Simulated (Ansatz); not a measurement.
MgS (rock salt)

```
MgS
1.0
    0.00000     2.61485     2.61485
    2.61485     0.00000     2.61485
    2.61485     2.61485     0.00000
S Mg
1 1
Direct
  0.00000   0.00000   0.00000
  0.50000   0.50000   0.50000
```

The slice is a {100} plane (indices of the conventional cell) through the point (0.500, 0.500, 0.500) (fractional), spanned by u = [100] and v = [0 1 -1] in vectors of this cell: u (3.70 Å) and v (3.70 Å, at 90° to u). It covers one period; positions are fractions (u, v).

Method: PBE (plane waves to 420 eV, PAW, scalar-relativistic; Ansatz, an electronic-structure program). k mesh 11×11×11. Inside the PAW spheres the values are not all-electron values, and peaks at nuclei hang on which shells count as valence. MgS was relaxed with its symmetry unable to fall.

Problem. Around which element is the density of the highest valence band (whole band, smooth part) largest on this plane?

Solution. S. Mean over a disc round each atom, of radius 0.45 times the shortest bond: S 0.202, Mg 0.016 e/Å³.

Problem. Predict the map of the density of the highest valence band (whole band, smooth part) on the slice.

Solution. 
```
|000000000000000000000000000000000000000000000000|
|000000000000000000000000000000000000000000000000|
|000000000000001111111111111111111111000000000000|
|000000000011111111222222222222221111111100000000|
|000000001111112222333333333333332222111111000000|
|000000001111223333445555555555443333221111000000|
|000000111122334455667777777777665544332211110000|
|000000111122335566889999999999886655332211110000|
|000000112233446688999999999999998866443322110000|
|000000112233557799999977667799999977553322110000|
|000000112233557799997733223377999977553322110000|
|000000112233557799996622002266999977553322110000|
|000000112233557799997733223377999977553322110000|
|000000112233557799999977667799999977553322110000|
|000000112233446688999999999999998866443322110000|
|000000111122335566889999999999886655332211110000|
|000000111122334455667777777777665544332211110000|
|000000001111223333445555555555443333221111000000|
|000000001111112222333333333333332222111111000000|
|000000000011111111222222222222221111111100000000|
|000000000000001111111111111111111111000000000000|
|000000000000000000000000000000000000000000000000|
|000000000000000000000000000000000000000000000000|
|000000000000000000000000000000000000000000000000|
```
Scale: ten equal steps from 0.000 (start of '0') to 0.314 (end of '9'), in the order '0123456789'. Values: density of the highest valence band (whole band, smooth part) in e/Å³. The map has 24 points along u (two characters each, u = 0 at the left) and 24 along v (v = 0 in the bottom row).
